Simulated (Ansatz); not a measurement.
Relaxed Sb (A7 type, space group R-3m):

```xyz
2
Lattice="2.1608 1.2475 3.6797 -2.1608 1.2475 3.6797 0.0000 -2.4951 3.6797" Properties=species:S:1:pos:R:3 pbc="T T T"
Sb     0.0000     0.0000     2.6095
Sb     0.0000     0.0000     8.4295
```

In this cell atom 1 (Sb, nearest neighbour Sb at 2.932 Å; its periodic images, 4.3 Å or more away, move with it) is moved by u·(1.000, 0.000, 0.000) + v·(0.000, 0.000, 1.000); the rest is frozen.

The numbers are results of PBE-D3(BJ) (plane waves to 420 eV, PAW, scalar-relativistic; Ansatz, an electronic-structure program), not measurements. k mesh 11×11×11 (Γ-centred), Fermi-Dirac smearing 0.05 eV. Energies are smeared free energies. With partly filled bands, energies and forces of such displacements shift with the k mesh and the smearing. Sb was relaxed with its symmetry unable to fall. Spin-orbit coupling is left out, though Sb is heavy. The PAW data are Ansatz's earlier set. The last digit holds for this mesh only.

Changes of ΔE (eV/cell) from the point u = 0.000 Å, v = 0.000 Å when one coordinate moves alone (two changes are said to add if the coupling is within 5 % of the smaller one, nearly so within 20 %):

```json
[
 {"point": "u = 0.000 Å, v = -0.440 Å", "change": "0.5499"},
 {"point": "u = 0.000 Å, v = -0.220 Å", "change": "0.1273"},
 {"point": "u = -0.440 Å, v = 0.000 Å", "change": "0.2721"},
 {"point": "u = -0.220 Å, v = 0.000 Å", "change": "0.0494"},
 {"point": "u = 0.220 Å, v = 0.000 Å", "change": "0.0494"},
 {"point": "u = 0.440 Å, v = 0.000 Å", "change": "0.2721"},
 {"point": "u = 0.000 Å, v = 0.220 Å", "change": "0.0594"},
 {"point": "u = 0.000 Å, v = 0.440 Å", "change": "0.0391"}
]
```

Problem. What is the change at u = -0.220 Å, v = 0.220 Å, where both move, and how far is it from the sum?

Solution. The sum of the single changes is 0.0494 + (0.0594) = 0.1088; the calculation gives 0.0315, so the coupling contributes -0.0773 (over 20 % of the smaller single change, not additive).

Problem. Do the two effects add at u = 0.440 Å, v = 0.220 Å? Give the computed change.

Solution. The sum of the single changes is 0.2721 + (0.0594) = 0.3315; the calculation gives 0.1225, so the coupling contributes -0.2090 (over 20 % of the smaller single change, not additive).

Problem. Do the two effects add at u = 0.220 Å, v = -0.440 Å? Give the computed change.

Solution. The sum of the single changes is 0.0494 + (0.5499) = 0.5993; the calculation gives 0.7533, so the coupling contributes 0.1540 (over 20 % of the smaller single change, not additive).

(A displaced cell: forces are minus the slopes of the energy, force constants its curvatures, and phonons follow from these.)
